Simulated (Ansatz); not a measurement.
KTaO3, DFT, LDA, all-electron LAPW, scalar-relativistic (Ansatz 0.2.0), run on 2 threads of Intel(R) Xeon(R) Platinum 8488C (Sapphire Rapids) on a shared host.

The geometry is COD entry 2102087, unchecked; take it as a test cell.

Command: `ansatz run input.yaml --threads 2 --pin off --max-ram 8192MiB --backend cpu --events-out ev --progress --plain --runs-dir out`

```yaml
crystal:
  lattice:
    - [3.9883, 0.0, 0.0]
    - [0.0, 3.9883, 0.0]
    - [0.0, 0.0, 3.9883]
  atoms:
    - { symbol: K, position: [0.5, 0.5, 0.5] }
    - { symbol: Ta, position: [0.0, 0.0, 0.0] }
    - { symbol: O, position: [0.5, 0.0, 0.0] }
    - { symbol: O, position: [0.0, 0.5, 0.0] }
    - { symbol: O, position: [0.0, 0.0, 0.5] }
kpoints:
  mp_grid: { grid: [5, 5, 5] }
  band_path:
    path:
      - [0.0, 0.0, 0.0]
      - [0.0, 0.5, 0.0]
      - [0.5, 0.5, 0.0]
      - [0.0, 0.0, 0.0]
      - [0.5, 0.5, 0.5]
      - [0.0, 0.5, 0.0]
      - [0.5, 0.5, 0.5]
      - [0.5, 0.5, 0.0]
    npoints: 14
scf:
  occupations: { method: fermi_dirac, width: 0.01 }
hamiltonian:
  xc: lda
  pseudopotentials: { kind: all_electron, lapw: { basis_error: 0.0005 } }
output:
  forces: true
  stress: true
  eigenvalues: true
  populations: true
  dos: { projected: true, de: 0.2, e_range: [-14, 8] }
```

How large is the problem that the program sets up?

10 irreducible k-points, 1647 plane waves at Γ, 52 bands.

Estimate the wall time and the peak memory.

49 s of wall time for 10 SCF iterations, with a peak of 0.55 GiB. Times on shared machines scatter by tens of per cent.

And the same cell and mesh by PAW (frozen-core files), asked for forces, stress, eigenvalues, efg, populations, bader, dos, write_density, write_potential, elf and the same band path, on the same hardware?

28 s, peak memory 0.44 GiB.

And the same cell and mesh by all-electron PAW (datasets made for this crystal), asked for forces, stress, eigenvalues, efg and the same band path, on the same hardware?

24 s, peak memory 0.93 GiB.
